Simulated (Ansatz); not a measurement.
An Ansatz (a program for electronic structure) input:

Ansatz 0.2 input:
```yaml
crystal:
  lattice:
    - [0.0, 2.9794531648, 2.9794531648]
    - [2.9794531648, 0.0, 2.9794531648]
    - [2.9794531648, 2.9794531648, 0.0]
  atoms:
    - { symbol: P, position: [0.75, 0.75, 0.75] }
    - { symbol: In, position: [0.0, 0.0, 0.0] }
kpoints:
  mp_grid: { grid: [7, 7, 7] }
  band_path:
    path:
      - [[0.0, 0.0, 0.0], [0.5, 0.0, 0.5], [0.625, 0.25, 0.625]]  # Γ-X-U
      - [[0.375, 0.375, 0.75], [0.0, 0.0, 0.0], [0.5, 0.5, 0.5], [0.5, 0.25, 0.75], [0.5, 0.0, 0.5]]  # K-Γ-L-W-X
      - [VBM, CBM]
    npoints: 12
basis: { xc_grid: 2 }
hamiltonian:
  xc: pbe
  pseudopotentials: { kind: paw }
magnetization: { noncollinear: true, spin_orbit: true }
scf:
  n_extra_bands: 12
  convergence: { dr2_threshold: 0.0000000001 }
  occupations: { method: gaussian, width: 0.01 }
checkpoint: { write: soc.run }
output: { eigenvalues: true }
```

Question: How many symmetry operations and irreducible k-points will the run report?

Answer: 24 operations, 20 of 343 k-points.

Question: With a cutoff of 420 eV, how many plane waves at Γ?

Answer: 1037.

It took roughly 30 core-seconds on shared server cores.

Space group F-43m (zinc blende). The PBE relaxation kept the symmetry of its start; of distortions, only those at the zone centre were tested.

Potentials: the later of the program's two PAW sets.

Ansatz is a plane-wave DFT program.
